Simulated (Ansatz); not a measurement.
Sr3Al2Sn2 in space group Immm (No. 71; Sn on 4i, Al on 4j, Sr on 2b, Sr on 4i), PBEsol in the plane-wave PAW code Ansatz, all energies at zero smearing, with the estimated change up to a 700 eV cutoff added, with one set of potentials and settings (totals compare only within such a set). Cell of 7 atoms (2 Sn, 2 Al, 3 Sr): -23429.016 eV.

```tsv
element	reference phase	E (eV/atom)
Sn	I4_1/amd, 2 atoms in the cell	-5949.7830
Al	Fm-3m, 1 atoms in the cell	-524.5507
Sr	Fm-3m, 1 atoms in the cell	-3492.2134
```

Formation energy per atom, worked out: (-23429.016 − 2×(-5949.7830) − 2×(-524.5507) − 3×(-3492.2134))/7 = -0.530 eV/atom (-51 kJ per mol of atoms), at 0 K, without zero-point energy or fitted corrections.

The workflow started from an entry of the Crystallography Open Database (COD). Whether it is the stable phase at ambient conditions was not checked. The PBEsol relaxation kept the symmetry of its start; whether a distortion lowers the energy is not shown. The references are the lowest solids computed at this level, not always the standard phases. Scalar-relativistic: spin–orbit coupling is off unless named, which matters more the heavier the elements.

Potentials: the later of the program's two PAW sets.
